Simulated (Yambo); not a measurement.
A G0W0@PBEsol run in Yambo for InSe (space group P-6m2, No. 187) (3×3×1 Γ-centred k mesh, bands 21 to 383 and a 7 Ry block in the screening, 383 bands in G with the Bruneval-Gonze terminator, plasmon pole fitted at 27.2 eV) gives these matrix elements, in eV, at the band edges (Γ → Γ):

```
state               E0    <Vxc>     <Σx>  <Σc(E0)>      Z
---------------  -----  -------  -------  --------  -----
valence edge     0.000  -13.165  -15.583     1.329  0.787
conduction edge  0.172  -12.193   -9.050    -3.300  0.798
```

Question: Solve the linearised quasiparticle equation for both states, give the gap, and say how exchange and correlation each act on it.

Answer: E = E0 + Z(Σx + Σc − Vxc). Valence: 0.000 + 0.787 × (-15.583 + (1.329) − (-13.165)) = -0.86 eV. Conduction: 0.172 + 0.798 × (-9.050 + (-3.300) − (-12.193)) = 0.05 eV. The gap is 0.91 eV, against 0.17 eV in PBEsol. Replacing Vxc by bare exchange alone would open it by 5.56 eV; correlation takes back 4.63 eV of that, and Z scales what is left. Nearest settings tried, and what they do to the gap: 252 bands in G: -0 meV; 252 bands in W, 252 bands in G: +13 meV; 3 Ry block (149 vectors against 549): -131 meV. Not varied: mesh. So the settings aren't converged at that level. The k mesh is coarse. Spin-orbit splittings are left out.

The standard potentials for In, Se keep a d shell in the valence without the s and p states of that shell. In tests on such compounds this moved G0W0 gaps by up to about 0.9 eV, so absolute quasiparticle energies here are unreliable; differences between settings are what counts.

Geometry relaxed with PBE+D3(BJ); primitive cell a = b = 4.040 Å, c = 16.600 Å, α = β = 90.00°, γ = 120.00°.
